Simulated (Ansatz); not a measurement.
Given:

Mg (hcp, Mg type)

```
Mg
1.0
    6.37284     0.00000     0.00000
   -1.59321     2.75952     0.00000
    0.00000     0.00000     5.22378
Mg
4
Cartesian
  0.00000   1.83968   3.91784
  3.18642   1.83968   3.91784
  1.59321   0.91984   1.30595
  4.77963   0.91984   1.30595
```

Scan: atom 2 (Mg, nearest neighbour Mg at 3.186 Å; its periodic images, 3.2 Å or more away, move with it) is displaced along Cartesian [111], direction (0.577, 0.577, 0.577) in Cartesian axes, by s. The other atoms stay.

The numbers are results of PBE (plane waves to 420 eV, PAW, scalar-relativistic; Ansatz, a program for electronic structure), not measurements. k mesh 7×14×7 (Γ-centred), Fermi-Dirac smearing 0.05 eV. Energies are smeared free energies. With partly filled bands, energies and forces of such displacements shift with the k mesh and the smearing. Mg was relaxed with its symmetry unable to fall. ΔE is measured from the undisplaced structure.

The scan covers s from -0.320 to 0.320 Å in 11 points.

**Question.** Is this a single well or a double well?

**Answer.** A single well with its minimum at or next to zero displacement.

**Question.** Is the energy the same for displacements of ±0.320 Å, and if not, which side lies higher?

**Answer.** Not even: the negative side lies higher at ±0.320 Å. With its periodic images moving along, the atom's site symmetry in this cell is mm2.

**Question.** What is the force constant k = d²E/ds² of this move at s = 0?

**Answer.** 2.60 eV/Å².

(A displaced cell: forces are minus the slopes of the energy, force constants its curvatures, and phonons follow from these.)
